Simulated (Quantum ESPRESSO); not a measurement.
**Band energies of BN**

```xyz
2
Lattice="1.2525 0.7231 3.2928 -1.2525 0.7231 3.2928 0.0000 -1.4463 3.2928" Properties=species:S:1:pos:R:3 pbc="T T T"
B      0.0000     0.0000     9.8755
N      0.0000     0.0000     3.2869
```

norm-conserving PBEsol (Quantum ESPRESSO, 84 Ry, scalar-relativistic); path ΓLB1,BZΓX,QFP1Z,LP; energies in eV from the valence-band maximum.

```
k (1/Å)  point  band 1  band 2  band 3  band 4  band 5  band 6  band 7
-------  -----  ------  ------  ------  ------  ------  ------  ------
0.00         Γ  -17.80   -4.12   -1.33   -1.33    5.07   11.66   11.66
0.74            -16.60   -5.14   -2.95   -2.85    7.10    9.63   11.38
1.48         L  -14.56   -9.02   -4.12   -0.63    5.20    9.87   12.91
2.37            -13.93   -7.99   -7.16   -0.17    4.59   11.93   14.03
2.48        B1  -14.00   -8.02   -6.91   -0.52    4.72   12.23   13.99
2.48         B  -14.00   -8.02   -6.91   -0.52    4.72   12.23   13.99
3.02            -15.53   -6.34   -4.63   -3.47    7.29   12.70   13.62
3.88            -17.45   -6.33   -1.47   -1.41   10.13   11.53   11.69
3.99         Z  -17.48   -6.36   -1.35   -1.35   10.15   11.57   11.57
4.63            -17.72   -4.79   -1.34   -1.34    6.29   11.64   11.64
4.94         Γ  -17.80   -4.12   -1.33   -1.33    5.07   11.66   11.66
5.43            -17.25   -3.45   -3.25   -2.36    6.00   11.15   11.77
6.11            -15.03   -7.34   -5.50   -0.86    6.23    9.70   13.89
6.70         X  -13.94   -8.01   -7.10   -0.20    4.52   12.17   13.73
6.70         Q  -13.94   -8.01   -7.10   -0.20    4.52   12.17   13.73
6.81            -14.01   -8.17   -6.73   -0.42    4.45   12.29   13.72
7.45         F  -14.48   -8.87   -4.20   -1.30    4.07    9.81   14.15
7.57            -14.49   -8.85   -4.19   -1.35    4.19    9.81   14.15
7.80        P1  -14.60   -8.71   -4.13   -1.67    4.91    9.88   14.22
8.36            -16.27   -5.29   -4.60   -3.06    8.46   10.58   14.98
9.02            -17.46   -6.34   -1.44   -1.39   10.14   11.54   11.66
9.11         Z  -17.48   -6.36   -1.35   -1.35   10.15   11.57   11.57
9.11         L  -14.56   -9.02   -4.12   -0.63    5.20    9.87   12.91
9.76         P  -14.60   -8.71   -4.13   -1.67    4.91    9.88   14.22
```

The PBEsol gap is indirect, 4.07 eV, from 89 % of the way from Γ to X to F; the smallest direct gap is 4.64 eV.

Geometry relaxed with PBE+D3(BJ).

This is not the ordinary phase of the substance; no match was found in the copy of COD used, and its stability was not checked.
